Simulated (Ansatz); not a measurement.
Given:

TaW:
```yaml
crystal:
  lattice:
    - [0.00000, 2.65663, 2.65663]
    - [2.65663, 0.00000, 2.65663]
    - [2.65663, 2.65663, 0.00000]
  atoms:
    - { symbol: Ta, position: [0.00000, 0.00000, 0.00000] }
    - { symbol: W, position: [0.50000, 0.50000, 0.50000] }
```

This is the PBEsol-relaxed structure.

Task: All from DFT-PBEsol in the program Ansatz with PAW potentials, unless another level is named. Give the formation energy from the elements (no fitted shifts).

Result: 1.23 eV/atom.

Task: Next, the density of states at the Fermi level?

Result: 0.44 states/eV per atom (mean over ±0.08 eV).

Space group Fm-3m (rock salt). The start of the workflow was typed in or built on a structure type; neither database checked (COD, Materials Project) lists it. Its standing as an ambient phase is unchecked. Symmetry was held in the PBEsol relaxation. At this level the phase is mechanically unstable. The run is not spin-polarised. Its formation energy is positive at this level, so the cell may be metastable or incomplete. The references are the lowest solids computed at this level, not always the standard phases. Spin–orbit coupling is left out wherever it is not named.

Potentials: the later of the program's two PAW sets.
